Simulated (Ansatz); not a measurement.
**How far is PAW off for ScB2?**

```yaml
crystal:
  lattice:
    - [3.11850, 0.00000, 0.00000]
    - [-1.55925, 2.70070, 0.00000]
    - [0.00000, 0.00000, 3.52000]
  atoms:
    - { symbol: Sc, position: [0.00000, 0.00000, 0.00000] }
    - { symbol: B, position: [0.33333, 0.66667, 0.50000] }
    - { symbol: B, position: [0.66667, 0.33333, 0.50000] }
```

Atoms are numbered in the order listed.

The geometry is COD entry 1510831, unchecked; take it as a test cell. The listed cell was then made from it by scaling, straining or moving an atom.

Spin polarisation is left out, and whether a magnetic state lies lower isn't shown here.

Levels of theory: DFT, PBEsol, PAW with Ansatz's default frozen-core files, scalar-relativistic (Ansatz 0.2.0); DFT, PBEsol, all-electron PAW with datasets made for the crystal, scalar-relativistic (Ansatz 0.2.0); DFT, PBEsol, all-electron LAPW, scalar-relativistic (Ansatz 0.2.0).

For PAW: a Γ-centred 12×12×9 k mesh, Fermi–Dirac smearing of 0.03 eV, cutoff 420 eV, no spin polarisation; the PAW files were made with PBE, and the program remakes their frozen cores for this functional. The crystal-made all-electron datasets (AE datasets) take a cutoff of 320 eV at this cell. LAPW targets a basis error of 1 meV/atom. The Ansatz runs share mesh, smearing and spin set-up. Plane-wave (PAW) pressures include the program's estimate of the Pulay term.

Stress and pressure are positive in compression.

The change that made this cell: equal xx and yy strain of -1 %.

In a metal, gradients converge slowly with the k mesh: the values move by tens of per cent from one mesh to another, at times in sign, so only the comparison on one mesh counts.

| quantity | PAW | AE datasets | LAPW |
| --- | --- | --- | --- |
| pressure (GPa) | -0.79 | -0.80 | -0.80 |
| stress xx (GPa) | 0.61 | 0.58 | 0.58 |
| stress zz (GPa) | -3.59 | -3.55 | -3.55 |
| largest principal field gradient Vzz at Sc1 (10²¹ V/m²) | 1.38 | 1.38 | – |
| largest principal field gradient Vzz at B2 (10²¹ V/m²) | 0.59 | 0.62 | – |

PAW's pressure differs from the LAPW value by about 0.01 GPa or less.
